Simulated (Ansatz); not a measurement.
TiNi:
```cif
data_Ni4Ti4
_chemical_formula_sum 'Ti4 Ni4'
_space_group_name_H-M_alt 'Cmcm'
_space_group_IT_number 63
_space_group_name_Hall '-C 2c 2'
_cell_length_a 2.90337
_cell_length_b 9.37142
_cell_length_c 3.97483
_cell_angle_alpha 90.000
_cell_angle_beta 90.000
_cell_angle_gamma 90.000
loop_
_space_group_symop_operation_xyz
  'x, y, z'
  '-x, -y, -z'
  '-x, -y, z+1/2'
  'x, y, -z+1/2'
  'x, -y, -z'
  '-x, y, z'
  '-x, y, -z+1/2'
  'x, -y, z+1/2'
  'x+1/2, y+1/2, z'
  '-x+1/2, -y+1/2, -z'
  '-x+1/2, -y+1/2, z+1/2'
  'x+1/2, y+1/2, -z+1/2'
  'x+1/2, -y+1/2, -z'
  '-x+1/2, y+1/2, z'
  '-x+1/2, y+1/2, -z+1/2'
  'x+1/2, -y+1/2, z+1/2'
loop_
_atom_site_label
_atom_site_type_symbol
_atom_site_symmetry_multiplicity
_atom_site_Wyckoff_symbol
_atom_site_fract_x
_atom_site_fract_y
_atom_site_fract_z
_atom_site_occupancy
Ti1 Ti 4 c 0.00000 0.14223 0.75000 1
Ni1 Ni 4 c 0.00000 0.58524 0.25000 1
```
(The calculation used a cell of 4 atoms; values per cell refer to that cell.)

Relaxed with r²SCAN.

Q: Which orbitals make up the states near the Fermi level in plane-wave PAW r²SCAN (Ansatz code)?

A: Within 0.5 eV of the Fermi level: Ti 3d 63 %, Ni 3d 22 %, outside the projected shells 9 %. Projections are on Löwdin-orthogonalised atomic valence shells; empty p or d shells of many metals are not among them.

Q: Tabulate the density of states.

A: States/eV per cell of 4 atoms, in 0.25 eV bins, energy from the Fermi level.

```tsv
E (eV)	total	Ni 3d	Ti 3d	Ni 4s
-7.85	0.16	0.00	0.00	0.06
-7.60	0.23	0.00	0.00	0.08
-7.35	0.28	0.00	0.00	0.10
-7.10	0.34	0.00	0.00	0.13
-6.85	0.41	0.00	0.01	0.16
-6.60	0.48	0.01	0.01	0.20
-6.35	0.51	0.01	0.02	0.22
-6.10	0.54	0.02	0.03	0.23
-5.85	0.58	0.03	0.04	0.25
-5.60	0.70	0.04	0.06	0.29
-5.35	0.83	0.07	0.09	0.34
-5.10	1.02	0.13	0.14	0.41
-4.85	1.38	0.26	0.24	0.54
-4.60	2.22	0.60	0.50	0.79
-4.35	1.91	0.62	0.54	0.51
-4.10	2.85	1.42	0.77	0.34
-3.85	5.24	3.15	1.21	0.21
-3.60	10.64	7.60	1.97	0.25
-3.35	6.44	4.76	1.08	0.13
-3.10	5.62	4.25	0.94	0.09
-2.85	9.93	8.36	1.03	0.11
-2.60	9.31	7.59	1.22	0.15
-2.35	7.72	6.21	1.15	0.11
-2.10	10.15	8.62	1.12	0.14
-1.85	12.24	10.13	1.36	0.35
-1.60	2.42	1.54	0.53	0.17
-1.35	2.22	1.05	0.74	0.18
-1.10	2.88	1.09	1.24	0.14
-0.85	3.84	1.10	1.99	0.15
-0.60	3.40	0.86	1.85	0.17
-0.35	3.46	0.69	2.13	0.12
-0.10	2.15	0.40	1.30	0.10
0.15	1.83	0.44	1.01	0.11
0.40	5.48	1.29	3.70	0.09
0.65	5.32	1.18	3.66	0.11
0.90	6.47	1.29	4.64	0.10
1.15	5.02	0.76	3.80	0.08
1.40	4.52	0.59	3.54	0.10
1.65	3.59	0.40	3.00	0.04
1.90	4.94	0.47	4.31	0.03
2.15	4.83	0.49	4.18	0.03
```

The start of the workflow was typed in or built on a structure type; neither database checked (COD, Materials Project) lists it. COD files the formula under space group No. 11, 147. Its standing as an ambient phase is unchecked. The r²SCAN relaxation kept the symmetry of its start; its stability against distortions is not shown here. The workflow began spin-polarised and lost its moments.

Potentials: the later of the program's two PAW sets.
